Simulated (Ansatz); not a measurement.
Relaxed-ion elastic tensor of TaTe (rock salt, Fm-3m) in GPa (Voigt order), plane-wave PAW PBEsol (Ansatz code); density 11.53 g/cm³, 22.21 Å³ per atom.

|  | 1 | 2 | 3 | 4 | 5 | 6 |
|---|---|---|---|---|---|---|
| 1 | 258 | 49.8 | 49.8 | 0.0 | 0.0 | 0.0 |
| 2 | 49.8 | 258 | 49.8 | 0.0 | 0.0 | 0.0 |
| 3 | 49.8 | 49.8 | 258 | 0.0 | 0.0 | 0.0 |
| 4 | 0.0 | 0.0 | 0.0 | -36.6 | 0.0 | 0.0 |
| 5 | 0.0 | 0.0 | 0.0 | 0.0 | -36.6 | 0.0 |
| 6 | 0.0 | 0.0 | 0.0 | 0.0 | 0.0 | -36.6 |

**Question.** Is the crystal mechanically stable?

**Answer.** No: the smallest eigenvalue of C is -36.6 GPa.

The start of the workflow was typed in or built on a structure type; neither database checked (COD, Materials Project) lists it. Its standing as an ambient phase is unchecked. Symmetry was held in the PBEsol relaxation. At this level the phase is mechanically unstable. The run is not spin-polarised. Its formation energy is positive at this level, so the cell may be metastable or incomplete. As this level gives no gap, shear constants depend on the k-mesh and smearing (Fermi–Dirac, 0.1 eV here). Scalar-relativistic: spin–orbit coupling is off unless named, which matters more the heavier the elements.

Potentials: the later of the program's two PAW sets.
